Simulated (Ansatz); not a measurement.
SnMo2C in space group P6_3/mmc (No. 194; Sn on 2d, Mo on 4f, C on 2a), PBEsol in the plane-wave PAW code Ansatz, all energies at zero smearing, with the estimated change up to a 700 eV cutoff added, with one set of potentials and settings (totals compare only within such a set). Cell of 8 atoms (2 Sn, 4 Mo, 2 C): -31983.597 eV.

| element | reference phase | E (eV/atom) |
|---|---|---|
| Sn | I4_1/amd, 2 atoms in the cell | -5949.8528 |
| Mo | Im-3m, 1 atoms in the cell | -4897.5018 |
| C | P6_3/mmc, 4 atoms in the cell | -246.6953 |

Formation energy per atom, worked out: (-31983.597 − 2×(-5949.8528) − 4×(-4897.5018) − 2×(-246.6953))/8 = -0.062 eV/atom (-6 kJ per mol of atoms), at 0 K, without zero-point energy or fitted corrections.

The start of the workflow was typed in or built on a structure type; neither database checked (COD, Materials Project) lists it. Whether it is the stable phase at ambient conditions was not checked. The PBEsol relaxation kept the symmetry of its start; whether a distortion lowers the energy is not shown. No spin polarisation was allowed. The references are the lowest solids computed at this level, not always the standard phases. Scalar-relativistic: spin–orbit coupling is off unless named, which matters more the heavier the elements.

Potentials: the earlier of the program's two PAW sets. The files were generated under PBE; for other functionals the program regenerates the frozen cores, and for LDA and PBEsol the local potential too.
